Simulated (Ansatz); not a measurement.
A geometry of Ir away from equilibrium: step 3 of the relaxation of a relaxed Ir cell, doubled along one cell vector, shaken by Gaussian noise of σ = 0.08 Å a coordinate. Method: PBEsol (plane waves to 420 eV, PAW, scalar-relativistic; Ansatz, a quantum-chemistry and plane-wave program). Γ-centred k-mesh 9×5×7 on the run's cell (coarser than for final values), Fermi–Dirac smearing 0.05 eV.

```
CELL_PARAMETERS angstrom
      4.16336     0.02063     0.00123
     -4.12764     7.30074     0.04157
      0.00140     0.02812     4.85351
ATOMIC_POSITIONS crystal
  Ir 0.98254 0.99862 0.20888
  Ir 0.95733 0.48563 0.25773
  Ir 0.00442 0.98245 0.71369
  Ir 0.01632 0.51351 0.74401
  Ir 0.30265 0.32352 0.30505
  Ir 0.30531 0.81907 0.21049
  Ir 0.67785 0.16625 0.71905
  Ir 0.65999 0.66259 0.88190
```

Task: Give the Cartesian forces on all atoms (eV/Å).

Result: 
| atom | Fx | Fy | Fz |
|---|---|---|---|
| Ir1 | -1.21 | 0.67 | 0.20 |
| Ir2 | -0.25 | -0.53 | -0.85 |
| Ir3 | 0.78 | -0.57 | -1.18 |
| Ir4 | 0.36 | 0.34 | -0.15 |
| Ir5 | -0.29 | -1.16 | 2.10 |
| Ir6 | 0.22 | 0.06 | -0.81 |
| Ir7 | 0.33 | 0.56 | -1.10 |
| Ir8 | 0.07 | 0.63 | 1.80 |

Task: What is the pressure?

Result: -2.7 GPa, compression positive.

Task: How much energy per atom can still be gained by relaxing?

Result: 1.27 eV/atom; the path ends in P6₃/mmc (No. 194) (hcp (Mg type)).

No spin polarisation in the result.

The end of the path is a generated cell of Ir: the first start was made by placing the elements on the sites of a structure type, and the end was not matched to a known phase here, so it may be hypothetical. Known forms of Ir include space group No. 225.
